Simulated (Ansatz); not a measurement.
# Orbital-resolved density of states of Pb$_{2}$C

```
CELL_PARAMETERS angstrom
0.00000 3.30238 3.30238
3.30238 0.00000 3.30238
3.30238 3.30238 0.00000
ATOMIC_POSITIONS crystal
C 0.00000 0.00000 0.00000
Pb 0.25000 0.25000 0.25000
Pb 0.75000 0.75000 0.75000
```

Atoms are numbered in the order listed.

The structure comes from a relaxation in the same program, started in the fluorite type, and has space group Fm-3m. Whether it is a known phase or the ground state wasn't checked.

Spin–orbit coupling is left out, though it moves levels of the heavy atoms by tenths of an eV or more.

Theory: Ansatz 0.2.0, DFT, PBE, all-electron LAPW, scalar-relativistic.

Sampling and basis: a Γ-centred 10×10×10 k mesh, Fermi–Dirac smearing of 0.05 eV, basis error target 1 meV/atom, no spin polarisation.

States per eV for one atom of each kind, in 0.4 eV bins named by their centres, from the Fermi level, projected on a minimal set of Löwdin-orthogonalised atomic shells; orbitals are real harmonics on the Cartesian axes, equal curves share a column, and empty bins are left out, as is all above 6.4 eV, near the top of the computed bands.

C1 2p:

```
# E all pz=px=py
-11.9 0.01 0.00
-11.5 0.02 0.01
-11.1 0.02 0.01
-10.7 0.03 0.01
-10.3 0.03 0.01
-9.9 0.02 0.01
-9.1 0.06 0.02
-8.7 0.18 0.06
-8.3 0.10 0.03
-7.9 0.12 0.04
-7.5 0.10 0.03
-7.1 0.07 0.02
-6.7 0.04 0.01
-6.3 0.01 0.00
-4.3 0.03 0.01
-3.9 0.22 0.07
-3.5 0.42 0.14
-3.1 0.48 0.16
-2.7 0.61 0.20
-2.3 0.88 0.29
-1.9 1.25 0.42
-1.5 0.40 0.13
-1.1 1.01 0.34
-0.7 0.73 0.24
-0.3 0.20 0.07
0.1 0.09 0.03
0.5 0.52 0.17
0.9 1.11 0.37
1.3 0.50 0.17
1.7 0.83 0.28
2.1 0.69 0.23
2.5 1.03 0.34
2.9 0.52 0.17
3.3 0.52 0.17
3.7 0.29 0.10
4.1 0.32 0.11
4.5 0.22 0.07
4.9 0.15 0.05
5.3 0.12 0.04
5.7 0.12 0.04
6.1 0.12 0.04
```

Pb2 6p:

```
# E all pz=px=py
-12.3 0.02 0.01
-11.9 0.05 0.02
-11.5 0.07 0.02
-11.1 0.10 0.03
-10.7 0.15 0.05
-10.3 0.14 0.05
-9.9 0.11 0.04
-9.5 0.03 0.01
-9.1 0.04 0.01
-8.7 0.14 0.05
-8.3 0.08 0.03
-7.9 0.10 0.03
-7.5 0.08 0.03
-7.1 0.06 0.02
-6.7 0.03 0.01
-6.3 0.02 0.01
-5.9 0.01 0.00
-4.3 0.04 0.01
-3.9 0.23 0.08
-3.5 0.36 0.12
-3.1 0.37 0.12
-2.7 0.41 0.14
-2.3 0.47 0.16
-1.9 0.49 0.16
-1.5 0.18 0.06
-1.1 0.44 0.15
-0.7 0.38 0.13
-0.3 0.07 0.02
0.1 0.10 0.03
0.5 0.32 0.11
0.9 0.84 0.28
1.3 0.48 0.16
1.7 0.52 0.17
2.1 0.45 0.15
2.5 0.80 0.27
2.9 0.38 0.13
3.3 0.56 0.19
3.7 0.49 0.16
4.1 0.62 0.21
4.5 0.56 0.19
4.9 0.51 0.17
5.3 0.52 0.17
5.7 0.55 0.18
6.1 0.66 0.22
```

C1 2s:

```
# E all
-12.3 0.06
-11.9 0.11
-11.5 0.15
-11.1 0.21
-10.7 0.34
-10.3 0.38
-9.9 0.40
-9.5 0.11
-9.1 0.04
-8.7 0.18
-8.3 0.21
-7.9 0.32
-7.5 0.39
-7.1 0.41
-6.7 0.40
-6.3 0.15
-5.9 0.01
-3.1 0.01
-2.7 0.02
-2.3 0.04
-1.9 0.06
-1.5 0.06
-1.1 0.19
-0.7 0.12
-0.3 0.02
0.1 0.02
0.5 0.07
0.9 0.11
1.3 0.04
1.7 0.03
2.1 0.03
2.5 0.08
2.9 0.01
3.3 0.03
3.7 0.02
4.1 0.01
4.5 0.01
4.9 0.01
5.3 0.01
5.7 0.01
6.1 0.01
```

Pb2 6s:

```
# E all
-12.3 0.07
-11.9 0.10
-11.5 0.12
-11.1 0.14
-10.7 0.18
-10.3 0.15
-9.9 0.09
-9.5 0.01
-9.1 0.16
-8.7 0.55
-8.3 0.30
-7.9 0.44
-7.5 0.47
-7.1 0.44
-6.7 0.34
-6.3 0.16
-5.9 0.08
-5.5 0.04
-5.1 0.02
-3.9 0.01
-3.5 0.02
-3.1 0.03
-2.7 0.05
-2.3 0.06
-1.9 0.08
-1.5 0.03
-1.1 0.08
-0.7 0.16
-0.3 0.04
0.1 0.01
0.5 0.06
0.9 0.11
1.3 0.02
1.7 0.03
2.1 0.03
2.5 0.07
2.9 0.01
3.3 0.03
3.7 0.03
4.1 0.03
4.5 0.02
4.9 0.02
5.3 0.02
5.7 0.02
6.1 0.01
```
